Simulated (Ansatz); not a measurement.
Checking a converged run of Mn$_{3}$O$_{4}$

The cell (14 atoms) is Mn$_{3}$O$_{4}$ as a measured crystal structure (space group I4_1/amd). Source: COD entry 1514236, which need not be the ambient phase.

Theory: Ansatz development build ahead of 0.2.0, DFT, LDA+U, PAW, plane waves, scalar-relativistic.

```
Mn O
1.0
    -2.87950    2.87950    4.73000
     2.87950   -2.87950    4.73000
     2.87950    2.87950   -4.73000
Mn O
6 8
Direct
  0.00000 0.00000 0.00000
  0.75000 0.25000 0.50000
  0.87500 0.62500 0.25000
  0.37500 0.62500 0.25000
  0.37500 0.62500 0.75000
  0.37500 0.12500 0.75000
  0.60400 0.38400 0.22000
  0.13400 0.41400 0.28000
  0.16400 0.38400 0.78000
  0.13400 0.85400 0.72000
  0.14600 0.86600 0.28000
  0.61600 0.39600 0.78000
  0.58600 0.86600 0.72000
  0.61600 0.83600 0.22000
```

All numbers below come from Ansatz, DFT, LDA+U, PAW, plane waves, scalar-relativistic.

* Hubbard term (Dudarev form): U − J = 3.9 eV on Mn d, on Löwdin-orthonormalised all-electron atomic orbitals
* Plane-wave cutoff: 420 eV
* k-point mesh: 3×3×4 (Γ-centred)
* Occupations: Fermi–Dirac smearing, 0.02 eV
* Valence electrons: 138
* Spin: collinear, starting moments Mn1 4.50, Mn2 4.50, Mn3 -4.50, Mn4 4.50, Mn5 4.50, Mn6 -4.50 μB

Start: whole orbital fillings typed, random choice 1 of orbitals (Mn1 5 up 0 down, Mn2 4 up 0 down, Mn3 1 up 4 down, Mn4 5 up 0 down, Mn5 5 up 0 down, Mn6 0 up 5 down), symmetry off, plain SCF.

The run was started with:
```sh
ansatz run input.yaml --threads 4 --pin off --max-ram 9216MiB --backend cpu --events-out ev --progress --plain --runs-dir out
```

Wall time and machine: 37 s on 4 threads of Arm Neoverse V1, with other jobs on the host, peak memory 0.93 GiB.

The end of the output:

```
SCF converged after 17 iterations
Magnetization: 10.0000 μB (74.0000 up, 64.0000 down)
Absolute magnetization: 25.7669 μB (∫|ρ↑−ρ↓|, with the PAW one-centre terms)
Spin contamination: 7.9871 ħ² per cell (⟨S²⟩ above its minimum at these occupations)
Per-site moments (μB) at R_I (Å): [(4.0085, 0.8460), (4.0085, 0.8460), (-3.2371, 0.7918), (3.3341, 0.7918), (3.3341, 0.7918), (-3.2371, 0.7918), (-0.0206, 0.7918), (0.0603, 0.7918), (0.0603, 0.7918), (-0.0206, 0.7918), (-0.0206, 0.7918), (-0.0206, 0.7918), (0.0603, 0.7918), (0.0603, 0.7918)]
Free energy (F): -27480.856875 eV
Harris-Foulkes:  -27480.856875 eV  (|F-HF|=5.21e-8)
Internal energy: -27480.856875 eV  (E = F + TS)
E sigma→0 (E₀):  -27480.856875 eV
Fermi energy:    10.476702 eV
--- Specified on-site occupations, and those of the state reported ---
  electrons in the specified blocks: 29.0000 specified, 30.8955 found
  site 2 (l=d) ↓: largest change of an orbital's occupation 0.9947; electrons 4.0000 specified, 4.4334 found; spectral distance 0.4668
  site 1 (l=d) ↑: largest change of an orbital's occupation 0.9901; electrons 4.0000 specified, 4.9417 found; spectral distance 0.9809
  site 2 (l=d) ↑: largest change of an orbital's occupation 0.8976; electrons 1.0000 specified, 0.6820 found; spectral distance 0.7561
  site 5 (l=d) ↓: largest change of an orbital's occupation 0.5337; electrons 5.0000 specified, 4.4334 found; spectral distance 0.5342
  site 4 (l=d) ↑: largest change of an orbital's occupation 0.4893; electrons 5.0000 specified, 4.4814 found; spectral distance 0.4897
  site 3 (l=d) ↑: largest change of an orbital's occupation 0.4893; electrons 5.0000 specified, 4.4814 found; spectral distance 0.4897
  site 5 (l=d) ↑: largest change of an orbital's occupation 0.2745; electrons 0.0000 specified, 0.6820 found; spectral distance 0.3473
  site 4 (l=d) ↓: largest change of an orbital's occupation 0.2556; electrons 0.0000 specified, 0.6180 found; spectral distance 0.3191
  and 4 further, of a largest change up to 0.2556
--- Forces (eV/Å), atoms counted from 1 ---
  atom   1  Mn    -0.00925364     0.00917646    -0.00008822
  atom   2  Mn     0.00924481    -0.00915975     0.00009203
  atom   3  Mn     0.00000624    -0.00001820     0.00000482
  atom   4  Mn    -0.00001782    -0.00001207    -0.00000190
  atom   5  Mn     0.00000793     0.00001691    -0.00000171
  atom   6  Mn     0.00001886    -0.00001030    -0.00000475
  atom   7  O     -0.05620576     0.25928609    -0.14492742
  atom   8  O     -0.20316934    -0.16568650    -0.14935414
  atom   9  O     -0.16571446    -0.20318106    -0.14940325
  atom  10  O      0.25930780    -0.05617440    -0.14487923
  atom  11  O      0.05620437    -0.25926111     0.14491297
  atom  12  O     -0.25933184     0.05617550     0.14489365
  atom  13  O      0.16571295     0.20315240     0.14938322
  atom  14  O      0.20319473     0.16568778     0.14937218
--- Stress (GPa, compression-positive) ---
       -3.339448       0.734981       0.042236
        0.734981      -3.339279       0.042255
        0.042237       0.042256      -4.076465
  P = ⅓ Tr σ = -3.5851 GPa (-35.851 kbar)
```

The mesh has less symmetry than the lattice, which lowers the symmetry of the run.

A static U favours moments and orbital order; the result depends on U and need not be the measured state.

Site moments are taken inside atomic spheres and don't add up to the total.

Task: The run converged. Is this the lowest state of the cell, and if not, what lies lower and how is it reached?

Result: None of the other runs went lower. It is the lowest of 7 states reached by 19 converged runs, and the next lies 1.8 meV/atom higher (ferrimagnetic, site moments Mn1 4.00, Mn2 4.00, Mn3 -3.26, Mn4 3.32, Mn5 -3.26, Mn6 -3.25 μB, total 2.00 μB per cell, a gap of 1.35 eV on the k-mesh). The typed fillings weren't kept. That doesn't prove a ground state. States within about 5 meV/atom are too close for this mesh, smearing and search to settle their order. Only collinear orders within this cell were tried; the true ground state may need a larger cell. Sign patterns typed on Mn1 Mn2 Mn3 Mn4 Mn5 Mn6: ++++++, ++-++-, ++-+--, +++++-, +00000; other orders that fit weren't typed.
